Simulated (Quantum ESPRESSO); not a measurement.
pw.x input (Quantum ESPRESSO 7.5; LDA, PseudoDojo standard norm-conserving files, scalar-relativistic):

```
&CONTROL
  calculation = 'scf'
  pseudo_dir = './pseudo'
  outdir = './out'
  tprnfor = .true.
  tstress = .true.
/
&SYSTEM
  ibrav = 0
  nat = 2
  ntyp = 2
  ecutwfc = 84.0
  ecutrho = 336.0
  occupations = 'smearing'
  smearing = 'fd'
  degauss = 0.002
  nbnd = 13
/
&ELECTRONS
  conv_thr = 2e-10
/
ATOMIC_SPECIES
N 14.0070 N.upf
In 114.8180 In.upf
CELL_PARAMETERS angstrom
  0.000000000000   2.469014186000   2.469014186000
  2.469014186000   0.000000000000   2.469014186000
  2.469014186000   2.469014186000   0.000000000000
ATOMIC_POSITIONS crystal
N   0.750000000000   0.750000000000   0.750000000000
In   0.000000000000   0.000000000000   0.000000000000
K_POINTS automatic
10 10 10 0 0 0
```

End of the output:

```
     total energy              =    -153.22717562 Ry
     estimated scf accuracy    <       0.00000010 Ry
     total energy              =    -153.22717563 Ry
     estimated scf accuracy    <          2.5E-09 Ry
     total energy              =    -153.22717563 Ry
     estimated scf accuracy    <          2.7E-10 Ry
[...]
     the Fermi energy is     9.8894 ev
!    total energy              =    -153.22717563 Ry
     estimated scf accuracy    <          6.1E-11 Ry
     smearing contrib. (-TS)   =      -0.00001179 Ry
     internal energy E=F+TS    =    -153.22716384 Ry
     The total energy is F=E-TS. E is the sum of the following terms:
     one-electron contribution =     -32.50166691 Ry
     hartree contribution      =      31.34519868 Ry
     xc contribution           =     -45.58056446 Ry
     ewald contribution        =    -106.49013116 Ry
     convergence has been achieved in  12 iterations
     Forces acting on atoms (cartesian axes, Ry/au):
     atom    1 type  1   force =     0.00000000    0.00000000    0.00000000
     atom    2 type  2   force =     0.00000000    0.00000000    0.00000000
     Total force =     0.000000     Total SCF correction =     0.000000
     Computing stress (Cartesian axis) and pressure
          total   stress  (Ry/bohr**3)                   (kbar)     P=       -0.20
  -0.00000137  -0.00000000  -0.00000000           -0.20       -0.00       -0.00
  -0.00000000  -0.00000137  -0.00000000           -0.00       -0.20       -0.00
  -0.00000000  -0.00000000  -0.00000137           -0.00       -0.00       -0.20
```

Spin-orbit coupling is not included.

Geometry relaxed with LDA.
